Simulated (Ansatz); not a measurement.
The following input was run with Ansatz 0.2.0.

```yaml
crystal:
  lattice:
    - [7.035453, 0.012944, -0.028723]
    - [0.012944, 7.079294, -0.126634]
    - [-0.028723, -0.126634, 7.170252]
  atoms:
    - { symbol: W, position: [0.1693302941, 0.1028610478, 0.9612240791] }
    - { symbol: W, position: [0.5125498285, 0.8243460223, 0.719284687] }
    - { symbol: O, position: [0.682201888, 0.157846225, 0.2228861693] }
    - { symbol: O, position: [0.6696050318, 0.4035753855, 0.925784694] }
    - { symbol: O, position: [0.9511387227, 0.6116823998, 0.0009836083] }
    - { symbol: O, position: [0.7389188124, 0.8097603076, 0.8125539444] }
    - { symbol: O, position: [0.9231609912, 0.1862391805, 0.7912973491] }
    - { symbol: O, position: [0.3658950923, 0.2822869297, 0.9181389007] }
    - { symbol: O, position: [0.3367209631, 0.9079178691, 0.108450701] }
    - { symbol: O, position: [0.9220174235, 0.8186145699, 0.4650161708] }
    - { symbol: O, position: [0.1933695712, 0.3997702226, 0.1677656761] }
    - { symbol: O, position: [0.5004138737, 0.9921806737, 0.5414105632] }
    - { symbol: O, position: [0.1699535074, 0.9220518007, 0.7450967374] }
    - { symbol: O, position: [0.9978741254, 0.0862751759, 0.1606608922] }
    - { symbol: O, position: [0.9124177325, 0.3487729883, 0.5076747737] }
    - { symbol: O, position: [0.1351648274, 0.7932145989, 0.4776681037] }
    - { symbol: O, position: [0.2862113894, 0.2581789129, 0.4374889689] }
    - { symbol: O, position: [0.553740024, 0.4156787051, 0.5387391245] }
    - { symbol: O, position: [0.7015308935, 0.5672102011, 0.220270875] }
    - { symbol: O, position: [0.3549551006, 0.6228853045, 0.7494746008] }
    - { symbol: Hf, position: [0.552183889, 0.2473892533, 0.7212088542] }
    - { symbol: Hf, position: [0.2392449387, 0.6507354643, 0.0078548017] }
    - { symbol: Hf, position: [0.8909445316, 0.3515822395, 0.1230271143] }
    - { symbol: Hf, position: [0.0676483606, 0.0947810607, 0.5352732825] }
    - { symbol: Hf, position: [0.5037754046, 0.3511150371, 0.2305016988] }
    - { symbol: Hf, position: [0.8914683957, 0.5290573512, 0.7004499878] }
basis:
  ecutwfc: 420
kpoints:
  mp_grid: { grid: [3, 3, 3] }
hamiltonian:
  xc: pbe
scf:
  occupations: { method: fermi_dirac, width: 0.2585 }
output:
  forces: true
  stress: true
  eigenvalues: true
  populations: true
```

Run as
```bash
ansatz run input.yaml --threads 2 --pin off --max-ram 5120MiB --backend cpu --events-out ev --progress --plain --runs-dir out
```

Computed with DFT PBE, scalar-relativistic, plane waves, PAW (Ansatz 0.2.0).

Abridged output:

```
band count auto-derived: 186 (N_el = 292.0; filled up to band 146; 176 by the electrons, moments and atoms)
Pseudopotentials: kind: paw
Pseudopotential: W, paw, valence charge 14, recommended cutoff 420 eV (normal)
Pseudopotential: O, paw, valence charge 6, recommended cutoff 420 eV (normal)
Pseudopotential: Hf, paw, valence charge 26, recommended cutoff 420 eV (normal)
Functional definition: PBE
Crystal: 26 atoms, lattice volume = 357.002 Å³
Basis set: ecut = 420 eV, 6979 PW (Γ), exchange–correlation on 96×96×96 points (8 copies of the dense FFT grid, shifted against one another)
Bands: 186, of which v1, the nominal top of the filled ones, is band 146 counted from 1 (145 counted from 0)
Symmetry: 1 space group operations
Space group: P1 (ITA 1), of the structure as read, at distance tolerance 7.1e-5 Å
k-points: 14 of 27 (time reversal used)
Initial density: superposition of atomic densities (neutral atoms: chi_scale 0, normalization atom), corrected by the library's trained network
Initial wavefunctions: pseudopotential atomic-orbital guess
Functional: x = pbe(κ = 0.804, μ = 0.21951497), c = pbe(β = 0.06672455)
SCF iter   1: F=—  HF=-125319.643699 eV  |F-HF|=—  |Δ(HF+E_count)|=         —  Δρ=1.76e-2  dr2=1.57e0  ethr=1.77e-3  ⟨swp⟩=5.0  Hψ=10056  notcnv=0
SCF iter   2: F=—  HF=-125319.509634 eV  |F-HF|=—  |Δ(HF+E_count)|=   1.34e-1  Δρ=8.17e-3  dr2=2.37e-1  ethr=5.38e-4  ⟨swp⟩=2.0  Hψ=3632  notcnv=0
SCF iter   3: F=—  HF=-125319.539415 eV  |F-HF|=—  |Δ(HF+E_count)|=   2.98e-2  Δρ=7.79e-3  dr2=2.45e-1  ethr=8.13e-5  ⟨swp⟩=2.0  Hψ=4860  notcnv=0
SCF iter   4: F=—  HF=-125319.499764 eV  |F-HF|=—  |Δ(HF+E_count)|=   3.97e-2  Δρ=2.64e-3  dr2=2.89e-2  ethr=8.13e-5  ⟨swp⟩=2.0  Hψ=3939  notcnv=0
SCF iter   5: F=—  HF=-125319.495457 eV  |F-HF|=—  |Δ(HF+E_count)|=   4.31e-3  Δρ=8.31e-4  dr2=2.86e-3  ethr=9.90e-6  ⟨swp⟩=2.0  Hψ=3039  notcnv=0
SCF iter   6: F=—  HF=-125319.495383 eV  |F-HF|=—  |Δ(HF+E_count)|=   7.38e-5  Δρ=3.45e-4  dr2=3.98e-4  ethr=9.81e-7  ⟨swp⟩=2.0  Hψ=3993  notcnv=0
SCF iter   7: F=—  HF=-125319.495401 eV  |F-HF|=—  |Δ(HF+E_count)|=   1.77e-5  Δρ=1.71e-4  dr2=9.37e-5  ethr=1.36e-7  ⟨swp⟩=2.0  Hψ=4058  notcnv=0
SCF iter   8: F=—  HF=-125319.496046 eV  |F-HF|=—  |Δ(HF+E_count)|=   6.45e-4  Δρ=9.23e-5  dr2=2.62e-5  ethr=3.21e-8  ⟨swp⟩=2.0  Hψ=3944  notcnv=0
SCF iter   9: F=—  HF=-125319.496049 eV  |F-HF|=—  |Δ(HF+E_count)|=   2.98e-6  Δρ=4.14e-5  dr2=4.31e-6  ethr=8.99e-9  ⟨swp⟩=2.0  Hψ=3962  notcnv=0
SCF iter  10: F=—  HF=-125319.496052 eV  |F-HF|=—  |Δ(HF+E_count)|=   2.55e-6  Δρ=1.79e-5  dr2=8.69e-7  ethr=1.47e-9  ⟨swp⟩=2.0  Hψ=3966  notcnv=0
SCF iter  11: F=—  HF=-125319.496053 eV  |F-HF|=—  |Δ(HF+E_count)|=   7.33e-7  Δρ=8.04e-6  dr2=2.78e-7  ethr=2.98e-10  ⟨swp⟩=2.0  Hψ=4155  notcnv=0
SCF iter  12: F=-125319.496053 eV  HF=-125319.496053 eV  |F-HF|=1.38e-8  |Δ(HF+E_count)|=   3.87e-9  Δρ=2.51e-6  dr2=2.10e-8  ethr=3.42e-11  ⟨swp⟩=4.7  Hψ=8408  notcnv=0
SCF 1 converged in 12 iterations: F = -125319.496053 eV  dr2 = 2.10e-8
SCF converged after 12 iterations
Free energy (F): -125319.496053 eV
Harris-Foulkes:  -125319.496053 eV  (|F-HF|=1.38e-8)
Internal energy: -125318.241779 eV  (E = F + TS)
E sigma→0 (E₀):  -125318.868916 eV
Entropy (-TS):   -1.254274 eV (-48.241 meV/atom)
Fermi energy:    11.182837 eV
--- Per-component energies (eV) ---
  E_band       = -1522.494223
  E_kinetic    = 6552.970584
  E_local      = -52201.421391  (includes V_loc(G=0)·N_el)
  E_nonlocal   = -6592.802917
  E_hartree    = 23400.588011
  E_xc         = -3647.375699
  E_vxc        = -3749.294625  (∫ρ·V_xc dr)
  E_paw        = -61524.850319  (= ΣΔE_a)
  E_vpaw       = 7666.836346  (= ΣTr[D̂ρ^β])
  E_aug_tail   = 0.043089  (compensation charges beyond the density's cutoff)
  E_ewald      = -31305.393137
  E_smearing   = -1.254274  (= −TS)
--- Forces (eV/Å), atoms counted from 1 ---
  atom   1  W      0.61032901    -1.68567610     1.43293752
  atom   2  W     -1.10335976     0.96137792    -1.10783807
  atom   3  O     -0.00263026     0.69383134    -0.55878920
  atom   4  O      1.75582010     0.34599161    -1.67890018
  atom   5  O      3.62496811     0.24072287    -2.74157163
  atom   6  O      1.12497841    -0.43689500    -0.18639095
  atom   7  O      2.22539981     0.48532765     1.61504098
  atom   8  O     -2.62188015    -1.11661338     0.50318851
  atom   9  O     -1.98643571    -0.14366650    -2.18742630
  atom  10  O      1.58118789    -0.27133712     0.95921774
  atom  11  O     -0.23589952     1.76662481    -1.31037021
  atom  12  O      1.05948757    -0.27702025     0.22067974
  atom  13  O      0.49432588     1.78198775     3.85612251
  atom  14  O      2.26838307    -1.14769549    -1.02253205
  atom  15  O      0.93340783    -0.65458104    -1.90849765
  atom  16  O     -1.92295208    -0.34372478    -2.37031976
  atom  17  O     -1.36321557    -2.28581865     1.72002393
  atom  18  O      1.52118049     2.58823934    -1.85257252
  atom  19  O     -1.53803974    -2.40035093     1.11966569
  atom  20  O     -1.31569912    -1.41456035     1.82293110
  atom  21  Hf     1.01354502    -2.24643969    -1.08085488
  atom  22  Hf    -1.47452721    -0.25607565     1.62506006
  atom  23  Hf    -1.47341093     2.26492624     1.67825295
  atom  24  Hf     0.73343137    -0.14756891    -2.53271310
  atom  25  Hf    -1.55800908     1.15356843     3.20368434
  atom  26  Hf    -2.35040671     2.54556874     0.78203889
--- Stress (GPa, compression-positive) ---
        4.469462      -4.899342      -0.462508
       -4.899342      -0.013311      -0.055008
       -0.462508      -0.055008       1.601582
  P = ⅓ Tr σ = 2.0192 GPa (20.192 kbar)
--- Band table (eV; the first three rows and the last of 14) ---
  k-point 0: bands = ["-64.9674", "-64.1070", "-52.3482", "-51.8969", "-51.1710", "-50.7792", "-50.7769", "-50.3234", "-29.4287", "-29.1589", "-29.0947", "-28.8399", "-28.7710", "-28.1352", "-21.1254", "-21.0663", "-20.9905", "-20.7458", "-20.6926", "-20.5570", "-20.0639", "-19.9783", "-19.9024", "-19.8348", "-19.8092", "-19.7869", "-19.7026", "-19.6024", "-19.5767", "-19.2267", "-19.1260", "-18.9042", "-10.0050", "-9.0283", "-8.4754", "-8.0705", "-7.8177", "-7.6046", "-7.5980", "-7.5108", "-7.2281", "-7.0470", "-6.9502", "-6.8649", "-6.7139", "-6.2820", "-5.5945", "-5.2470", "-5.0813", "-3.8691", "-2.3620", "-2.3613", "-2.2554", "-2.2546", "-2.2018", "-2.1818", "-2.1377", "-1.8669", "-1.863 ...
  k-point 1: bands = ["-64.9674", "-64.1070", "-52.3482", "-51.8969", "-51.1710", "-50.7791", "-50.7770", "-50.3234", "-29.4287", "-29.1589", "-29.0947", "-28.8399", "-28.7710", "-28.1352", "-21.1255", "-21.0666", "-20.9893", "-20.7456", "-20.6926", "-20.5571", "-20.0648", "-19.9709", "-19.9031", "-19.8342", "-19.8092", "-19.7880", "-19.7003", "-19.6021", "-19.5780", "-19.2289", "-19.1346", "-18.9042", "-9.9999", "-8.9993", "-8.4790", "-8.0468", "-7.8034", "-7.6646", "-7.5878", "-7.5116", "-7.2147", "-7.1034", "-6.9521", "-6.8335", "-6.7122", "-6.2874", "-5.5936", "-5.2564", "-5.0773", "-3.8687", "-2.3620", "-2.3613", "-2.2554", "-2.2545", "-2.2018", "-2.1817", "-2.1381", "-1.8668", "-1.8639 ...
  k-point 2: bands = ["-64.9674", "-64.1070", "-52.3482", "-51.8969", "-51.1710", "-50.7792", "-50.7769", "-50.3234", "-29.4287", "-29.1589", "-29.0946", "-28.8399", "-28.7709", "-28.1351", "-21.1253", "-21.0657", "-20.9909", "-20.7462", "-20.6928", "-20.5577", "-20.0639", "-19.9785", "-19.9030", "-19.8343", "-19.8090", "-19.7871", "-19.7030", "-19.6028", "-19.5768", "-19.2268", "-19.1260", "-18.9042", "-9.9956", "-8.9736", "-8.5179", "-8.0790", "-7.8052", "-7.6549", "-7.5809", "-7.5089", "-7.2658", "-7.0248", "-6.9101", "-6.8574", "-6.7445", "-6.2790", "-5.5939", "-5.2477", "-5.0811", "-3.8674", "-2.3620", "-2.3613", "-2.2554", "-2.2545", "-2.2018", "-2.1819", "-2.1378", "-1.8669", "-1.8638 ...
  k-point 13: bands = ["-64.9674", "-64.1070", "-52.3482", "-51.8969", "-51.1710", "-50.7792", "-50.7770", "-50.3235", "-29.4287", "-29.1588", "-29.0946", "-28.8399", "-28.7709", "-28.1351", "-21.1253", "-21.0660", "-20.9900", "-20.7461", "-20.6925", "-20.5559", "-20.0648", "-19.9712", "-19.9039", "-19.8227", "-19.8027", "-19.7939", "-19.7013", "-19.6007", "-19.5784", "-19.2360", "-19.1330", "-18.9172", "-9.9876", "-8.9038", "-8.5062", "-8.1250", "-7.7912", "-7.6619", "-7.6137", "-7.5107", "-7.2521", "-7.0486", "-6.8935", "-6.8534", "-6.7202", "-6.2946", "-5.6272", "-5.2642", "-5.0696", "-3.8636", "-2.3620", "-2.3613", "-2.2555", "-2.2544", "-2.2018", "-2.1817", "-2.1382", "-1.8669", "-1.863 ...
--- Löwdin populations: 26 sites ---
  site symbol q [e]
     0      W     12.4547
     1      W     12.6441
     2      O      6.5365
     3      O      6.6155
     4      O      6.5541
     5      O      6.4859
     6      O      6.6931
     7      O      6.5776
     8      O      6.5894
     9      O      6.3360
    10      O      6.6424
    11      O      6.4939
    12      O      6.5997
    13      O      6.5141
    14      O      6.5681
    15      O      6.3376
    16      O      6.6295
    17      O      6.5134
    18      O      6.5741
    19      O      6.5732
    20     Hf     24.7719
    21     Hf     24.6697
    22     Hf     24.7031
    23     Hf     24.5893
    24     Hf     24.7168
    25     Hf     24.5707
  spilling = 0.003581 (of n_electrons = 292.000000)
```

The run converged.

Time: 80 s on 2 threads of Intel(R) Xeon(R) Platinum 8259CL CPU @ 2.50GHz (Skylake/Cascade Lake), with other jobs on the host, peak memory 1.4 GiB.

Spin-orbit coupling is left out, which matters for the bands of heavy elements.